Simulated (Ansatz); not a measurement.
An elastic tensor (GPa, Voigt order, standard axes) from DFT-PBEsol in the program Ansatz with PAW potentials:

```
224  147  147  0.0  0.0  0.0
147  224  147  0.0  0.0  0.0
147  147  224  0.0  0.0  0.0
0.0  0.0  0.0  128  0.0  0.0
0.0  0.0  0.0  0.0  128  0.0
0.0  0.0  0.0  0.0  0.0  128
```

### Question
Pick the material that matches.
(A) CsHgCl3, cubic perovskite
(B) AlP, zinc blende
(C) AlNi, CsCl type
(D) MgTl, CsCl type

### Answer
C, AlNi, CsCl type

Space group Pm-3m (CsCl type). The cell was relaxed with PBEsol under the symmetry of its start; of distortions, only those at the zone centre were tested. No spin polarisation was allowed. As this level gives no gap, shear constants depend on the k-mesh and smearing (Fermi–Dirac, 0.1 eV here).

Potentials: the later of the program's two PAW sets.
